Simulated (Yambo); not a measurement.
G0W0@PBE for MgS (rock salt, space group Fm-3m, No. 225) in Yambo. Reference settings: 6×6×6 Γ-centred k mesh, bands 5 to 80 and a 10 Ry block in the screening, 80 bands in G with the Bruneval-Gonze terminator, plasmon pole fitted at 27.2 eV. The PBE gap Γ → X on this mesh is 2.78 eV; G0W0 gaps are taken between the same points.

```csv
change from the reference,G0W0 gap Γ → X (eV),shift of the valence edge (eV)
reference settings,4.47,-1.09
"49 bands in G, no terminator",4.36,-0.86
no random integration,4.43,-0.93
49 bands in G,4.47,-1.09
pole fitted at 15 eV,4.45,-1.01
"27 bands in G, no terminator",?,-0.57
"27 bands in W, 27 bands in G",4.41,-0.80
36 bands in W,4.42,-0.92
```

Estimate the withheld gaps from the other rows; the computed values follow.


- 27 bands in G, no terminator, G0W0 gap Γ → X (eV): 4.26

The reference isn't shown to be the converged limit.

Geometry of the Materials Project entry, not relaxed at this level; primitive cell a = 3.683 Å, b = 3.683 Å, c = 3.683 Å, α = 60.00°, β = 60.00°, γ = 60.00°.

A shift is the quasiparticle energy of the state minus its PBE energy.
